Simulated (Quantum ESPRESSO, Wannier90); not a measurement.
**NaI (rock salt): Wannier90 run**

```
begin unit_cell_cart
ang
    0.0000000000    3.2186550000    3.2186550000
    3.2186550000    0.0000000000    3.2186550000
    3.2186550000    3.2186550000    0.0000000000
end unit_cell_cart
begin atoms_frac
Na   0.0000000000  0.0000000000  0.0000000000
I    0.5000000000  0.5000000000  0.5000000000
end atoms_frac
```

Structure: Materials Project mp-23268, symmetrised, not relaxed again. COD (Crystallography Open Database) has an entry of this formula and space group (matched by these alone). Level: PBEsol, no spin polarisation, no spin-orbit coupling; pw.x of Quantum ESPRESSO at 71 Ry with PseudoDojo potentials, 8×8×8 k-points, Wannier90. Density: 8×8×8 mesh, cold smearing 0.01 Ry. Spin-orbit coupling is left out although heavy elements are present.

A tight-binding model is made by disentanglement and projection with no localisation steps (num_iter = 0), so the 8 orbitals stay atom-like: hydrogen-like Na: s;p; I: s;p, axes along x, y, z; frozen window up to 5.05 eV relative to the valence-band maximum. It follows pw.x to 2.6 meV rms for states up to 4.5 eV relative to the valence-band maximum. Matrix elements depend on this choice of orbitals and windows.

**Question.** What are the on-site energies relative to the valence-band maximum, and how fast do the hoppings decay?

**Answer.** 
```tsv
atom	orbitals	energy (eV)
Na1	s	5.17
Na1	pz px py	7.75
I2	s	-10.35
I2	pz px py	0.28
```

```csv
distance of the centres (Å),largest modulus (eV)
3–4,1.9
4–5,0.30
5–6,0.028
6–7,0.44
7–8,0.054
9–10,0.079
10–11,0.031
11–12,0.0042
12–13,0.034
```
